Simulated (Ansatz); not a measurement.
Ag in space group Fd-3m (No. 227; Ag on 8a, Ag on 16d) at seven volumes, the program Ansatz at the PBEsol level (PAW), scaled uniformly. One row is withheld.

| V (Å³/atom) | P (GPa) |
|---|---|
| 16.263 | 12.56 |
| 16.800 | 7.52 |
| 17.336 | 3.39 |
| 17.872 | 0.00 |
| 18.408 | -2.78 |
| 18.944 | -5.05 |
| 19.480 | ? |

Problem. Fit the shown pressures and predict the withheld one.

Solution. Third-order Birch–Murnaghan: P = (3/2)B₀(x^(7/2) − x^(5/2))[1 + (3/4)(B′ − 4)(x − 1)] with x = (V₀/V)^(2/3). Least squares on the six rows gives V₀ = 17.872 Å³/atom, B₀ = 102.2 GPa, B′ = 5.62. At V = 19.480, x = 0.9442 and P = -6.91 GPa. The run itself gave -6.90 GPa.

The start of the workflow was typed in or built on a structure type; neither database checked (COD, Materials Project) lists it. It is not the phase usual at ambient conditions (space group No. 225). Symmetry was held in the PBEsol relaxation. At this level the phase is dynamically unstable (imaginary phonons). No spin polarisation was allowed.

Potentials: the later of the program's two PAW sets.
